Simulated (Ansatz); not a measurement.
CuZrSe₂:
```yaml
crystal:
  lattice:
    - [3.71831, 0.00000, 0.00000]
    - [-1.85915, 3.22015, 0.00000]
    - [0.00000, 0.00000, 6.18617]
  atoms:
    - { symbol: Se, position: [0.66667, 0.33333, 0.72978] }
    - { symbol: Zr, position: [0.00000, 0.00000, 0.00000] }
    - { symbol: Se, position: [0.33333, 0.66667, 0.27022] }
    - { symbol: Cu, position: [0.00000, 0.00000, 0.50000] }
```

Relaxed with PBE+D3(BJ). Special points in fractions of this cell's reciprocal vectors: Γ (0.000, 0.000, 0.000); M (0.500, 0.000, 0.000); K (0.333, 0.333, 0.000); A (0.000, 0.000, 0.500); L (0.500, 0.000, 0.500); H (0.333, 0.333, 0.500).

### Question
List the band energies nearest the Fermi level at these points for the program Ansatz at the PBE+D3(BJ) level (PAW).

### Answer
In eV from the Fermi level; about four levels below and three above (degenerate sets whole), none deeper than 8.9 eV; points with the same levels are listed once.

```csv
k,below,above
Γ,-2.16 -2.16 -1.84 -1.79 -1.79,0.49 0.49 0.57
M,-2.67 -2.28 -1.86 -0.50,2.13 2.43 2.79
K,-2.60 -2.60 -2.09 -2.09,1.02 1.74 1.74
A,-2.97 -2.97 -2.85 -0.54 -0.54,0.16 0.16 0.17
L,-2.67 -1.37 -1.01 -0.97,1.48 2.09 2.27
H,-2.68 -2.68 -1.85 -1.85,0.84 0.84 1.14
```

Space group P-3m1. The cell is a constructed one: a structure type filled with these elements; neither database checked (COD, Materials Project) lists it. Its standing as an ambient phase is unchecked. The cell was relaxed with PBE+D3(BJ) under the symmetry of its start; of distortions, only those at the zone centre were tested. The run is not spin-polarised. With an odd number of electrons in the cell and no spin polarisation, the count alone makes it a metal. Scalar-relativistic: spin–orbit coupling is off unless named, which matters more the heavier the elements.

Potentials: the later of the program's two PAW sets.
